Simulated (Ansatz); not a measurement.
Cs:
```
CELL_PARAMETERS angstrom
     -3.08161     3.08161     3.08161
      3.08161    -3.08161     3.08161
      3.08161     3.08161    -3.08161
ATOMIC_POSITIONS crystal
  Cs 0.00000 0.00000 0.00000
```

This is the PBE-relaxed structure.

**Question.** All from the program Ansatz at the PBE level (PAW), unless another level is named. Give the Hill bulk and shear moduli.

**Answer.** 1.9 and 0.6 GPa.

**Question.** Next, the elastic constants (relaxed ions, GPa)?

**Answer.** C11 = 2.1, C12 = 1.8, C44 = 1.5.

Space group Im-3m (bcc (W type)). Symmetry was held in the PBE relaxation. As this level gives no gap, shear constants depend on the k-mesh and smearing (Fermi–Dirac, 0.1 eV here). Spin–orbit coupling is left out wherever it is not named.

Potentials: the later of the program's two PAW sets.
